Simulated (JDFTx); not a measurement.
An input for JDFTx (a modified build) (Au(100), linear PCM (GLSSA13), water, 3 M NaCl; bohr, hartree) and the course of its log:

```
lattice \
  5.5738368721 0.0000000000 0.0000000000 \
  0.0000000000 5.5738368721 0.0000000000 \
  0.0000000000 0.0000000000 61.0381538254
coords-type Lattice
ion Au 0.0000000000 0.0000000000 -0.1291421050 0
ion Au 0.5000000000 0.5000000000 -0.0645710530 0
ion Au 0.0000000000 0.0000000000 0.0000000000 0
ion Au 0.5000000000 0.5000000000 0.0645710530 0
ion Au 0.0000000000 0.0000000000 0.1291421050 0
ion-species pseudo/au_pbe_v1.upf
elec-cutoff 20 100
elec-ex-corr gga-PBE
coulomb-interaction Slab 001
coulomb-truncation-embed 0 0 0
kpoint-folding 8 8 1
elec-smearing Fermi 0.01
elec-n-bands 35
electronic-scf nIterations 100 energyDiffThreshold 1e-08
fluid LinearPCM
pcm-variant GLSSA13
fluid-solvent H2O
fluid-cation Na+ 3
fluid-anion Cl- 3
fluid-minimize nIterations 400 knormThreshold 1e-11
wavefunction read vac.wfns
elec-initial-eigenvals vac.eigenvals
dump-name f3.$VAR
dump End State Ecomponents EigStats BandEigs Forces ElecDensity IonicPositions Fillings Kpoints Dtot FluidDebug BoundCharge FluidDensity
```

```
[one cycle in 5 is shown, and the last three; fluid-solver lines are left out]
	FillingsUpdate:  mu: -0.180617858  nElectrons: 55.000000
SCF: Cycle:  0   F: -173.308308576549393   dF: -2.995e-06   |Residual|: 4.669e-04   |deigs|: 3.117e-05
	FillingsUpdate:  mu: -0.180388013  nElectrons: 55.000000
SCF: Cycle:  5   F: -173.308310456898312   dF: -6.296e-08   |Residual|: 2.770e-05   |deigs|: 6.349e-05
	FillingsUpdate:  mu: -0.180390171  nElectrons: 55.000000
SCF: Cycle: 10   F: -173.308310469147159   dF: -5.986e-08   |Residual|: 1.128e-05   |deigs|: 4.829e-05
	FillingsUpdate:  mu: -0.180348125  nElectrons: 55.000000
SCF: Cycle: 15   F: -173.308310393573691   dF: +5.389e-08   |Residual|: 4.107e-05   |deigs|: 6.220e-05
	FillingsUpdate:  mu: -0.180420658  nElectrons: 55.000000
SCF: Cycle: 20   F: -173.308310432816825   dF: +3.588e-08   |Residual|: 2.479e-05   |deigs|: 3.540e-05
	FillingsUpdate:  mu: -0.180388927  nElectrons: 55.000000
SCF: Cycle: 25   F: -173.308310469844912   dF: -7.650e-08   |Residual|: 8.942e-06   |deigs|: 5.053e-05
	FillingsUpdate:  mu: -0.180352173  nElectrons: 55.000000
SCF: Cycle: 30   F: -173.308310427922919   dF: +1.544e-08   |Residual|: 3.187e-05   |deigs|: 6.194e-05
	FillingsUpdate:  mu: -0.180414066  nElectrons: 55.000000
SCF: Cycle: 35   F: -173.308310453046488   dF: +1.729e-08   |Residual|: 1.886e-05   |deigs|: 2.416e-05
	FillingsUpdate:  mu: -0.180414394  nElectrons: 55.000000
SCF: Cycle: 40   F: -173.308310468266967   dF: -1.194e-08   |Residual|: 1.172e-05   |deigs|: 3.778e-05
	FillingsUpdate:  mu: -0.180388288  nElectrons: 55.000000
SCF: Cycle: 45   F: -173.308310469123825   dF: -8.854e-08   |Residual|: 1.053e-05   |deigs|: 4.882e-05
	FillingsUpdate:  mu: -0.180351131  nElectrons: 55.000000
SCF: Cycle: 50   F: -173.308310408417981   dF: +4.461e-08   |Residual|: 3.674e-05   |deigs|: 6.510e-05
	FillingsUpdate:  mu: -0.180347007  nElectrons: 55.000000
SCF: Cycle: 55   F: -173.308310367776841   dF: +9.580e-08   |Residual|: 4.348e-05   |deigs|: 7.097e-05
	FillingsUpdate:  mu: -0.180405566  nElectrons: 55.000000
SCF: Cycle: 60   F: -173.308310465875422   dF: +5.353e-09   |Residual|: 1.524e-05   |deigs|: 1.506e-05
	FillingsUpdate:  mu: -0.180388153  nElectrons: 55.000000
SCF: Cycle: 65   F: -173.308310470819947   dF: -6.703e-08   |Residual|: 9.705e-06   |deigs|: 4.422e-05
	FillingsUpdate:  mu: -0.180348855  nElectrons: 55.000000
SCF: Cycle: 70   F: -173.308310415703517   dF: +2.174e-08   |Residual|: 3.641e-05   |deigs|: 6.222e-05
	FillingsUpdate:  mu: -0.180413874  nElectrons: 55.000000
SCF: Cycle: 75   F: -173.308310431860207   dF: +3.783e-08   |Residual|: 2.728e-05   |deigs|: 2.807e-05
	FillingsUpdate:  mu: -0.180419219  nElectrons: 55.000000
SCF: Cycle: 80   F: -173.308310463605324   dF: +2.406e-09   |Residual|: 1.753e-05   |deigs|: 3.354e-05
	FillingsUpdate:  mu: -0.180392346  nElectrons: 55.000000
SCF: Cycle: 85   F: -173.308310471051300   dF: -3.765e-08   |Residual|: 7.272e-06   |deigs|: 3.819e-05
	FillingsUpdate:  mu: -0.180386192  nElectrons: 55.000000
SCF: Cycle: 90   F: -173.308310466476456   dF: -1.819e-07   |Residual|: 1.578e-05   |deigs|: 4.475e-05
	FillingsUpdate:  mu: -0.180351338  nElectrons: 55.000000
SCF: Cycle: 95   F: -173.308310426480148   dF: +1.587e-08   |Residual|: 3.272e-05   |deigs|: 6.264e-05
	FillingsUpdate:  mu: -0.180414869  nElectrons: 55.000000
SCF: Cycle: 97   F: -173.308310449333277   dF: +2.043e-08   |Residual|: 2.003e-05   |deigs|: 2.740e-05
	FillingsUpdate:  mu: -0.180346489  nElectrons: 55.000000
SCF: Cycle: 98   F: -173.308310397908258   dF: +5.143e-08   |Residual|: 3.854e-05   |deigs|: 6.996e-05
	FillingsUpdate:  mu: -0.180391021  nElectrons: 55.000000
SCF: Cycle: 99   F: -173.308310470362954   dF: -7.245e-08   |Residual|: 8.494e-06   |deigs|: 4.521e-05
SCF: None of the convergence criteria satisfied after 100 iterations.
IonicMinimize: Iter:   0  F: -173.308310470362954  |grad|_K:  0.000e+00
IonicMinimize: Converged (|grad|_K<1.000000e-04).
```

This run gave no converged result. The loop ran out of cycles short of its threshold. It has stalled and not diverged: the last ten energies span 1e-07 Ha, so the total is near its end, but levels, forces and charges aren't shown converged.
